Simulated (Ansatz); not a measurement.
# Structures of Ta3Br: which is lowest?

Plane-wave DFT in Ansatz with scalar-relativistic PAW potentials, cutoff 420 eV, Γ-centred meshes chosen by cell and gap, Gaussian smearing with energies taken to zero width. Every cell was relaxed (cell and atoms) in a run of its own, within the symmetry of its start. Functional: PBE.

Relaxed structures (starts from databases or built by putting these elements on another compound's sites):
A. Pm-3m, 4 atoms in the computed cell, a = 4.220 Å; sites (symmetry × multiplicity) Ta 4/mm.m × 3, Br m-3m × 1; start: built
B. P4/mmm, 4 atoms in the computed cell, a = 4.751 Å, c = 3.292 Å; sites (symmetry × multiplicity) Ta 4/mmm × 1 + mmm. × 2, Br 4/mmm × 1; start: built

Problem. Rank them by energy. Could pressure change the order?

Solution.
| structure | group | E − E(lowest) (meV/atom) | V (Å³/atom) | gap on mesh (eV) |
| --- | --- | --- | --- | --- |
| B | P4/mmm | 0.0 | 18.58 | 0.00 |
| A | Pm-3m | 133 | 18.78 | 0.00 |

B is lowest, 133 meV/atom under A. The lowest is also the densest of these, so pressure wouldn't bring one of the others in at first order. Other structures may lie lower than all of these, and vibrations aren't counted.

Spin-orbit coupling is left out, which matters for the bands of heavy elements.